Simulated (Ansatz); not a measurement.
**Sensitivity of the gradients in MgO with Sc replacing Mg to the input**

Cell: a supercell of MgO (rock salt type, Fm-3m) built from a measured structure from the Crystallography Open Database (COD) (the entry's cell lengths or inner coordinates differ somewhat from later room-temperature determinations), with all atoms left at the host's positions.

Space group Fm-3m (No. 225); a = 12.6510 Å.

```csv
site,Wyckoff,site symmetry,x,y,z
Sc,4a,m-3m,0.0000,0.0000,0.0000
Mg2,48h,m.m2,0.1667,0.1667,0.0000
Mg5,32f,.3m,0.3333,0.1667,0.1667
Mg15,24e,4m.m,0.5000,0.5000,0.3333
O28,32f,.3m,0.1667,0.1667,0.1667
O30,24e,4m.m,0.5000,0.5000,0.1667
O32,48i,m.m2,0.5000,0.3333,0.3333
O41,4b,m-3m,0.5000,0.5000,0.5000
```

One atom of each set is listed; the run and its k-mesh use a cell of 54 atoms with edges of 8.95, 8.95, 8.95 Å.

Reference run. Level of theory: DFT, PBE, plane waves and PAW, scalar-relativistic, 420 eV cutoff, Γ-centred 3×3×3 k-points, Fermi–Dirac smearing 0.01 eV, cell charge +1 (Ansatz 0.2.0).

Q: The input is changed as follows: `total_charge`: 1 → 0. What happens to V_zz (10²¹ V/m²) and η?

A: 

| site | V_zz reference | η reference | V_zz changed | η changed |
| --- | --- | --- | --- | --- |
| Sc | 0.00 | – | 0.00 | – |
| Mg2 | -0.25 | 0.15 | -0.15 | 0.09 |
| Mg15 | 0.25 | 0.00 | 0.14 | 0.00 |
| O28 | 0.45 | 0.00 | 0.27 | 0.00 |
| O30 | -0.44 | 0.00 | -0.83 | 0.00 |
| O32 | 0.53 | 0.12 | 0.33 | 0.05 |

The largest change of V_zz is on O30, from -0.44 to -0.83. Other sites with |V_zz| of 0.02 or less aren't listed. The changed cell is neutral, so it isn't the same charge state. It has an odd number of electrons and no spin polarisation, so the extra carrier is shared by both spins and spread out, where a real one carries spin and can localise. The gap no longer holds the Fermi energy in the changed run, so its gradients also hang on the k-mesh and the smearing. SCF iterations: 7 and 11.

On the reference run: The defect repeats with the cell of 54 atoms, so it feels its images: sites between two images don't show the values beside a lone defect, and zeros or small values of η there can come from the images' arrangement. A uniform background compensates the cell's charge. The cell keeps the host's lattice, where the PBE pressure is 7 GPa (in a charged cell this depends on the convention for the mean potential). The neighbours have not yet relaxed around the defect (largest force 0.86 eV/Å), so a real crystal will differ.
